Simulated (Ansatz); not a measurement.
HfO2 in the fluorite structure, relaxed with r2SCAN: 8 runs in Ansatz 0.2.0, each a construction of maximally localised Wannier functions. The symmetry is Fm-3m (No. 225, cubic); a = 5.058 Å in the conventional setting, 10.79 Å³ an atom. Hf is surrounded by 8 O at 2.19 Å; O is surrounded by 4 Hf at 2.19 Å. Spin-unpolarised throughout; all numbers are computed.

```
CELL_PARAMETERS angstrom
0.00000 2.52918 2.52918
2.52918 0.00000 2.52918
2.52918 2.52918 0.00000
ATOMIC_POSITIONS crystal
Hf 0.00000 0.00000 0.00000
O 0.25000 0.25000 0.25000
O 0.75000 0.75000 0.75000
```

Windows count from the top of the filled bands; a dash means that no such window was set (without an outer window there is no disentanglement). Rows marked drawn have settings drawn at random (some not listed).

```csv
functional,SCF mesh,trial orbitals,functions,mesh,window (eV),frozen (eV),settings,Ω total (Å²),Ω invariant (Å²),largest spread (Å²),least projectability,"interpolation miss of the model's filled bands (eV, to the nearest computed level)"
PBE,6×6×6,"O s, O p",8,6×6×6,–,–,chosen,7.21,6.45,0.90,0.86,0.016
PBE,6×6×6,"O s, O p",8,4×4×4,–,–,chosen,6.81,6.03,0.85,0.86,0.082
PBE,6×6×6,"O s, O p",8,8×8×8,–,–,chosen,7.36,6.62,0.92,0.86,0.004
PBE,6×6×6,O p,6,6×6×6,–,–,chosen,7.08,6.99,1.18,0.86,0.016
r2SCAN,6×6×6,"O s, O p",8,6×6×6,–,–,chosen,6.99,6.24,0.87,0.87,0.013
HSE06,6×6×6,"O s, O p",8,6×6×6,–,–,chosen,6.88,6.13,0.86,0.88,–
PBE,6×6×6,"O s, O p (loose tolerance)",8,6×6×6,–,–,drawn,7.21,6.45,0.90,0.86,0.016
PBE,6×6×6,O p (loose tolerance),6,6×6×6,–,–,drawn,7.08,6.99,1.18,0.86,0.016
```

A dash in the last column means that the miss wasn't evaluated.

For O s, O p with PBE the spread goes 6.81 Å² (4×4×4), 7.21 Å² (6×6×6), 7.36 Å² (8×8×8): finite differences on a coarse mesh understate it.

Spin-orbit coupling is left out.
